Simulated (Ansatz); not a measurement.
This run works on a generated trial structure, not on a known crystal.

Input and command of a plane-wave DFT calculation in Ansatz:

```yaml
crystal:
  lattice:
    - [3.69147917, 0.0, 0.0]
    - [-1.84573958, 3.19691474, 0.0]
    - [0.0, 0.0, 12.00047892]
  atoms:
    - { symbol: Sc, position: [0.0, 0.0, 0.246741] }
    - { symbol: Al, position: [0.0, 0.0, 0.74955499] }
    - { symbol: Al, position: [0.33333333, 0.66666667, 0.00844] }
    - { symbol: Al, position: [0.33333333, 0.66666667, 0.49052399] }
    - { symbol: As, position: [0.0, 0.0, 0.074718] }
    - { symbol: As, position: [0.0, 0.0, 0.55809999] }
    - { symbol: As, position: [0.33333333, 0.66666667, 0.29641199] }
    - { symbol: As, position: [0.33333333, 0.66666667, 0.81630802] }
basis:
  ecutwfc: 420
kpoints:
  mp_grid: { grid: [5, 5, 2] }
hamiltonian:
  xc: pbe
scf:
  occupations: { method: gaussian, width: 0.2 }
  lower_state_search: "off"
output:
  forces: true
  stress: true
  eigenvalues: true
relax:
  adjacent_minimum: "off"
  f_tol: 0.08
  max_steps: 16
  cell: { stress_tol: 0.8 }
```

```bash
ansatz run input.yaml --threads 1 --pin off --max-ram 2560MiB --backend cpu --events-out ev --progress --plain --runs-dir out
```

Processor: Arm Neoverse N1, 1 thread, on a host shared with other jobs.

Problem. Estimate time, memory and problem size.

Solution. About 110 s, peak memory 0.42 GiB. It solves 48 bands at 10 k points (after reduction by symmetry) with about 3849 plane waves (on the last cell), in 52 SCF iterations over 7 ionic steps.
